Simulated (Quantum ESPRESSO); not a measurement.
Empty bands for a GW run on BiClO (space group P4/nmm, No. 129): 172 bands on a 4×4×2 mesh, PBEsol, PseudoDojo standard norm-conserving files, scalar-relativistic, Quantum ESPRESSO. The input, in which only the diagonalization keyword changes:

```
&CONTROL
  calculation = 'nscf'
  pseudo_dir = './pseudo'
  outdir = './out'
/
&SYSTEM
  ibrav = 0
  nat = 6
  ntyp = 3
  ecutwfc = 84.0
  ecutrho = 336.0
  occupations = 'fixed'
  force_symmorphic = .true.
  nbnd = 172
/
&ELECTRONS
  conv_thr = 6.000000000000001e-09
  diago_full_acc = .true.
  diago_thr_init = 1e-08
  diagonalization = 'david'
/
ATOMIC_SPECIES
O 15.9990 O.upf
Cl 35.4500 Cl.upf
Bi 208.9804 Bi.upf
CELL_PARAMETERS angstrom
  3.893400000000   0.000000000000   0.000000000000
  0.000000000000   3.893400000000   0.000000000000
  0.000000000000   0.000000000000   7.493190000000
ATOMIC_POSITIONS crystal
O   0.000000000000   0.000000000000   0.000000000000
O   0.500000000000   0.500000000000   0.000000000000
Cl   0.500000000000   0.000000000000   0.653580000000
Cl   0.000000000000   0.500000000000   0.346420000000
Bi   0.000000000000   0.500000000000   0.832300000000
Bi   0.500000000000   0.000000000000   0.167700000000
K_POINTS automatic
4 4 2 0 0 0
```

```
diagonalization  mean iterations per k point              rough time  largest change of an eigenvalue (eV)
---------------  ---------------------------  ----------------------  ------------------------------------
david                                     34                       1                                     –
cg                                        44                about 4×                                 7e-07
paro                                      19  within a factor of two                                 7e-08
```

An iteration means different work in each solver, so the counts don't rank them. Times are rough ratios from shared machines.

Spin-orbit coupling is not included.

Geometry of the Materials Project entry, not relaxed at this level.
